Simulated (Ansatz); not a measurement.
# Relaxing a structure of Zr

The start is a relaxed Zr cell, doubled along one cell vector, shaken by Gaussian noise of σ = 0.08 Å a coordinate. A full variable-cell relaxation at zero pressure is run with r2SCAN (plane waves to 500 eV, PAW, scalar-relativistic; Ansatz, an electronic-structure program). The first steps use a coarse 12×6×3 k-mesh.

Input geometry:
```
CELL_PARAMETERS angstrom
      3.24241     0.00000     0.00000
     -3.24241     5.61602     0.00000
      0.00000     0.00000    10.36478
ATOMIC_POSITIONS crystal
  Zr 0.98837 0.99720 0.98836
  Zr 0.02502 0.49006 0.99965
  Zr 0.00942 0.02625 0.50623
  Zr 0.98579 0.51362 0.50907
  Zr 0.35681 0.33571 0.25520
  Zr 0.35582 0.85188 0.25689
  Zr 0.66339 0.13749 0.75096
  Zr 0.66114 0.67352 0.74429
```

Which atoms feel the largest initial force, and how large is it?

1.01 eV/Å, on Zr7 (atoms numbered as listed).

How much energy is released per atom?

0.04 eV/atom.

Does it find its way back to the structure it was made from?

The parent structure is recovered, P6₃/mmc (No. 194).

How do the shortest distances between atoms change?

The closest pairs of elements (up to four, under 3.6 Å), start → end: Zr–Zr 2.99 → 3.20 Å.

Is the relaxed structure metallic? Give its gap.

No gap (metallic).

Final structure:

Space group P6₃/mmc (No. 194); a = b = 3.242 Å, c = 10.365 Å, α = β = 90.00°, γ = 120.00°

```tsv
atom	site	symmetry	x	y	z
Zr	2a	-3m.	0.0000	0.0000	0.0000
Zr	2d	-6m2	0.6667	0.3333	0.2500
```

Final values are on a 16×16×5 k-mesh of the relaxed cell. No spin polarisation in the result.

The relaxed structure here is a generated cell of Zr: the first start was made by placing the elements on the sites of a structure type, and the end was not matched to a known phase here, so it may be hypothetical. A known form of Zr has the same space group but another cell.
